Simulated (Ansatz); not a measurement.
Relaxed-ion elastic tensor of CoSn in space group P6/mmm (No. 191; Co on 3f, Sn on 1a, Sn on 2d) in GPa (Voigt order), PBEsol (plane waves, PAW; program Ansatz); density 9.00 g/cm³, 16.39 Å³ per atom.

```
 250   111  76.5   0.0   0.0   0.0
 111   250  76.5   0.0   0.0   0.0
76.5  76.5   283   0.0   0.0   0.0
 0.0   0.0   0.0  77.9   0.0   0.0
 0.0   0.0   0.0   0.0  77.9   0.0
 0.0   0.0   0.0   0.0   0.0  69.1
```

Question: Is the crystal mechanically stable?

Answer: Yes: the smallest eigenvalue of C is 69.1 GPa.

Question: Work out the Voigt, Reuss and Hill averages.

Answer: K_V = 146, K_R = 146, K_H = 146; G_V = 79.5, G_R = 77.8, G_H = 78.6 GPa.

Question: Give Young's modulus, Poisson's ratio, Pugh's ratio and the universal anisotropy index.

Answer: E = 9KG/(3K + G) = 200 GPa; ν = 0.27; K/G = 1.85 (ductile by the Pugh limit of 1.75); A_U = 5G_V/G_R + K_V/K_R − 6 = 0.11.

Question: Estimate the sound speeds and the Debye temperature.

Answer: v_l = √((K + 4G/3)/ρ) = 5280 m/s, v_t = √(G/ρ) = 2960 m/s, mean 3290 m/s; Θ = (h/k)(3n/4πV)^(1/3) v_m = 386 K.

Question: How much does each axis shrink under pressure?

Answer: Linear compressibilities β_i = Σ_j S_ij (j = 1 to 3): x 2.3, y 2.3, z 2.3 per TPa.

The PBEsol relaxation kept the symmetry of its start. The workflow began spin-polarised and lost its moments. As this level gives no gap, shear constants depend on the k-mesh and smearing (Fermi–Dirac, 0.1 eV here). On the denser mesh and wider smearing of the elastic run this cell carries a stress of 0.6 GPa. Scalar-relativistic: spin–orbit coupling is off unless named, which matters more the heavier the elements.

Potentials: the later of the program's two PAW sets.
